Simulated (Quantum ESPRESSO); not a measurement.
# Band energies of Li2PdO3

```
CELL_PARAMETERS angstrom
      2.55217    -4.41643     0.00000
      2.55217     4.41643     0.00000
     -1.69987     0.00000     4.76474
ATOMIC_POSITIONS crystal
  Li 0.50000 0.50000 0.50000
  Li 0.83647 0.16353 0.50000
  Li 0.16353 0.83647 0.50000
  Li 0.00000 0.00000 0.00000
  O  0.26766 0.26766 0.76236
  O  0.73234 0.73234 0.23764
  O  0.42499 0.07799 0.23521
  O  0.57501 0.92201 0.76479
  O  0.92201 0.57501 0.76479
  O  0.07799 0.42499 0.23521
  Pd 0.66670 0.33330 0.00000
  Pd 0.33330 0.66670 0.00000
```

norm-conserving PBEsol (Quantum ESPRESSO, 84 Ry, without SOC); path ΓYFHZIF1,H1Y1XΓN,MΓ; energies in eV from the valence-band maximum.

```csv
k (1/Å),point,band 38,band 39,band 40,band 41,band 42,band 43,band 44,band 45
0.00,Γ,-0.92,-0.81,-0.73,-0.44,-0.40,1.97,2.03,2.37
0.37,,-0.90,-0.66,-0.52,-0.36,-0.32,1.80,1.94,2.11
0.75,,-0.99,-0.56,-0.43,-0.32,-0.25,1.73,2.09,2.15
0.93,Y,-0.72,-0.62,-0.52,-0.33,-0.30,1.69,2.14,2.20
0.93,F,-0.86,-0.68,-0.53,-0.35,-0.15,1.52,1.94,1.96
1.30,,-0.82,-0.71,-0.57,-0.28,-0.17,1.66,1.88,2.25
1.68,,-0.70,-0.63,-0.50,-0.40,-0.17,1.95,2.10,2.28
1.87,H,-0.73,-0.62,-0.56,-0.26,-0.22,1.83,2.20,2.40
2.09,,-0.73,-0.59,-0.51,-0.24,-0.16,1.93,2.11,2.28
2.53,Z,-0.87,-0.81,-0.46,-0.40,-0.35,1.98,2.01,2.39
2.71,,-0.81,-0.79,-0.42,-0.41,-0.25,1.94,1.97,2.27
3.06,,-0.98,-0.71,-0.50,-0.28,-0.08,1.58,1.79,2.03
3.24,I,-1.18,-0.68,-0.55,-0.28,-0.07,1.49,1.75,2.03
3.24,F1,-0.86,-0.68,-0.53,-0.35,-0.15,1.52,1.94,1.96
4.17,H1,-0.73,-0.62,-0.56,-0.26,-0.22,1.83,2.20,2.40
4.17,Y1,-0.72,-0.62,-0.52,-0.33,-0.30,1.69,2.14,2.20
4.58,,-0.94,-0.58,-0.51,-0.32,-0.06,2.10,2.13,2.20
4.78,X,-1.03,-0.51,-0.51,-0.40,0.00,2.06,2.21,2.28
4.92,,-0.96,-0.53,-0.50,-0.42,-0.03,2.06,2.19,2.28
5.34,,-0.83,-0.70,-0.69,-0.45,-0.37,1.98,2.04,2.32
5.49,Γ,-0.92,-0.81,-0.73,-0.44,-0.40,1.97,2.03,2.37
5.63,,-0.86,-0.77,-0.66,-0.43,-0.39,1.93,2.03,2.31
5.91,,-0.80,-0.68,-0.54,-0.37,-0.25,1.77,2.01,2.17
6.18,,-1.02,-0.72,-0.51,-0.31,-0.12,1.67,2.21,2.25
6.32,N,-1.07,-0.75,-0.48,-0.32,-0.11,1.66,2.24,2.29
6.32,M,-1.02,-0.58,-0.45,-0.44,-0.03,1.74,1.97,2.17
6.62,,-0.92,-0.67,-0.46,-0.40,-0.15,1.82,2.01,2.12
7.07,Γ,-0.92,-0.81,-0.73,-0.44,-0.40,1.97,2.03,2.37
```

The PBEsol gap is indirect, 1.49 eV, from X to I; the smallest direct gap is 1.56 eV. Another conduction extremum on the path lies within 0.02 eV, too close to call.

Spin-orbit splittings are left out.

Geometry of the Materials Project entry, not relaxed at this level.

The structure is a Materials Project entry; no match was found in the copy of COD used, and its stability was not checked.
